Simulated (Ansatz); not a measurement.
SiRh in space group P2_1/c (No. 14; Si on 4e, Rh on 4e), PBEsol in the plane-wave PAW code Ansatz, all energies at zero smearing, with the estimated change up to a 700 eV cutoff added, with one set of potentials and settings (totals compare only within such a set). Cell of 8 atoms (4 Si, 4 Rh): -27848.276 eV.

| element | reference phase | E (eV/atom) |
|---|---|---|
| Si | Fd-3m, 2 atoms in the cell | -621.4938 |
| Rh | Fm-3m, 1 atoms in the cell | -6338.7923 |

Formation energy per atom, worked out: (-27848.276 − 4×(-621.4938) − 4×(-6338.7923))/8 = -0.891 eV/atom (-86 kJ per mol of atoms), at 0 K, without zero-point energy or fitted corrections.

The first step of the workflow began from a Materials Project structure, measured or hypothetical; the Crystallography Open Database files this formula in space group No. 14, but the cells were not matched. Its standing as an ambient phase is unchecked. Symmetry was held in the PBEsol relaxation; whether a distortion lowers the energy is not shown. The run is not spin-polarised. The references are the lowest solids computed at this level, not always the standard phases.

Potentials: the earlier of the program's two PAW sets. The files were generated under PBE; for other functionals the program regenerates the frozen cores, and for LDA and PBEsol the local potential too.
